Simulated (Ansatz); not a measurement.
**LaNb: settings compared (Ansatz)**

Run with:

```bash
ansatz run input.yaml --threads 1 --pin off --max-ram 2560MiB --backend cpu --events-out ev --progress --plain --runs-dir out
```

Input:

```yaml
crystal:
  lattice:
    - [0.0, 3.79621793, 0.0]
    - [3.79621793, 0.0, 0.0]
    - [1.89810947, 1.89810947, -6.42289773]
  atoms:
    - { symbol: La, position: [0.416, 0.416, 0.168] }
    - { symbol: La, position: [0.166, 0.666, 0.668] }
    - { symbol: Nb, position: [0.0, 0.0, 0.0] }
    - { symbol: Nb, position: [0.75, 0.25, 0.5] }
  symmetry: { tolerance: 0.0003 }
kpoints:
  mp_grid: { grid: [5, 5, 5], shift: [0, 0, 0] }
magnetization:
  spin_polarized: false
scf:
  occupations: { method: fermi_dirac }
hamiltonian:
  pseudopotentials: { kind: paw }
  xc: r2scan
basis:
  ecutwfc: 500
output:
  forces: true
  stress: true
  eigenvalues: true
  write_density: true
  write_potential: true
  elf: true
  volumetric_format: npy
```

Origin of the cell: a known structure type with other elements, at an estimated volume, so it need not be a known compound.

The smearing width isn't typed, so it takes its default of 0.1 eV.

Output of this run (shortened):

```
Warning: crystal.lattice misses the space group found at crystal.symmetry.tolerance 3.0e-4 in a digit that the deck types, which is why this is a warning: making the lattice exact moves one o […]
Pseudopotentials: kind: paw
Pseudopotential: La, paw, valence charge 11, recommended cutoff 500 eV (meta_gga), La.paw.azcp
Pseudopotential: Nb, paw, valence charge 13, recommended cutoff 500 eV (meta_gga), Nb.paw.azcp
Functional definition: r2SCAN
  exchange = r2scan_x(k0 = k0, k1 = k1, a1 = a1)
  correlation = r2scan_c
Crystal: 4 atoms, lattice volume = 92.562 Å³
Basis set: ecut = 500 eV, 2315 PW (Γ), exchange–correlation on 120×120×216 points (64 copies of the dense FFT grid, shifted against one another)
Bands: 29, of which v1, the nominal top of the filled ones, is band 24 counted from 1 (23 counted from 0)
Symmetry: 8 space group operations
[… 8 lines left out …]
Initial density: superposition of atomic densities (neutral atoms: chi_scale 0, normalization atom), corrected by the library's trained network
Functional: x = r2scan, c = r2scan; τ floored in thin density (d = 2e-4 eV/Å³)
SCF iter   1: F=—  HF=-21651.420642 eV  Δρ=1.21e-2  dr2=1.12e-1  dr2_τ=3.60e-2
SCF iter   2: F=—  HF=-21651.571345 eV  Δρ=6.73e-3  dr2=3.46e-2  dr2_τ=1.25e-3
SCF iter   3: F=—  HF=-21651.574045 eV  Δρ=2.44e-3  dr2=1.01e-2  dr2_τ=1.35e-3
SCF iter   4: F=—  HF=-21651.573277 eV  Δρ=1.07e-3  dr2=1.48e-3  dr2_τ=2.35e-5
SCF iter   5: F=—  HF=-21651.573774 eV  Δρ=2.95e-4  dr2=8.86e-5  dr2_τ=5.16e-6
SCF iter   6: F=—  HF=-21651.573816 eV  Δρ=6.96e-5  dr2=6.58e-6  dr2_τ=4.62e-7
SCF iter   7: F=—  HF=-21651.573819 eV  Δρ=1.66e-5  dr2=3.18e-7  dr2_τ=1.08e-8
SCF iter   8: F=-21651.573819 eV  HF=-21651.573819 eV  Δρ=6.01e-6  dr2=5.89e-8  dr2_τ=1.99e-9
SCF 1 converged in 8 iterations: F = -21651.573819 eV  dr2 = 5.89e-8
SCF converged after 8 iterations
Free energy (F): -21651.573819 eV
Harris-Foulkes:  -21651.573819 eV  (|F-HF|=1.71e-10)
Internal energy: -21651.365172 eV  (E = F + TS)
E sigma→0 (E₀):  -21651.469495 eV
Entropy (-TS):   -0.208648 eV (-52.162 meV/atom)
Fermi energy:    15.910541 eV
--- Per-component energies (eV) ---
  E_band       = -195.037571
  E_kinetic    = 1193.667162
  E_local      = -2209.369777  (includes V_loc(G=0)·N_el)
  E_nonlocal   = 435.146680
  E_hartree    = 741.712802
  E_xc         = -607.796383
  E_vxc        = -801.839843  (∫ρ·V_xc dr)
  E_paw        = -17058.057672  (= ΣΔE_a)
  E_vpaw       = -343.542652  (= ΣTr[D̂ρ^β])
  E_aug_tail   = 0.000012  (compensation charges beyond the density's cutoff)
  E_vtau       = 47.467750  (kinetic-family band-sum trace: ∫τ·v_τ [+ j·A + Jᵃ·Aᵃ] dr)
  E_ewald      = -4146.420158
  E_core_change = -0.247837  (= ΣΔE_core)
  E_smearing   = -0.208648  (= −TS)
  Σ components = -21651.573819   (vs F -21651.573819, Δ=0.00e0)
--- Forces (eV/Å), atoms counted from 1 ---
  atom   1  La    -0.000000    -0.000000     0.083959
  atom   2  La    -0.000000    -0.000000     0.083959
  atom   3  Nb     0.000000     0.000000    -0.083931
  atom   4  Nb     0.000000     0.000000    -0.083931
  max |Σ_I F_I| component: 5.70e-5 eV/Å
--- Stress (GPa, compression-positive) ---
       11.825003      -0.000000       0.000000
       -0.000000      11.825003       0.000000
        0.000000       0.000000       2.052582
  P = ⅓ Tr σ = 8.5675 GPa (85.675 kbar)
```

The same input was run again with these changes:

1. `hamiltonian.hubbard` default → { sites: [{ species: Nb, l: d, u_eff: 6.0 }], double_counting: fll }
2. `magnetization` { spin_polarized: false } → { spin_polarized: true } (starts: flip); typed moments: none
3. `hamiltonian.hubbard` default → { sites: [{ species: Nb, l: d, u_eff: 6.0 }], double_counting: fll }; `basis.ecutwfc` 500 → "800 eV"
4. `kpoints.mp_grid.grid` [5, 5, 5] → [2, 2, 2]

```tsv
run	end	SCF iterations	P (GPa)	max force component (eV/Å)	moment (μB)	ΔE(σ→0) (meV/atom)
base	converged	8	8.57	0.084	–	0
1	converged	14	20.38	0.251	–	–
2	converged	16	8.57	0.084	0.00	0.00
3	converged	14	20.38	0.251	–	–
4	converged	8	11.89	0.644	–	-0.19
```

Energies are compared only where functional, datasets, charge and starting cell are the same.

Not properties of the system: run 4 (too coarse or loose: `kpoints.mp_grid.grid` = [2, 2, 2]).

Caveats of the base run: no moments, though an odd count or open d shells may carry them; no spin-orbit coupling, though heavy elements are present; the k mesh is coarse if the cell is a metal.

Run 2: spin is on but no moment was typed.

Time of the base run: 22 s on 1 thread of Arm Neoverse V1 (shared host), peak memory 0.52 GiB, from the program's own first density.
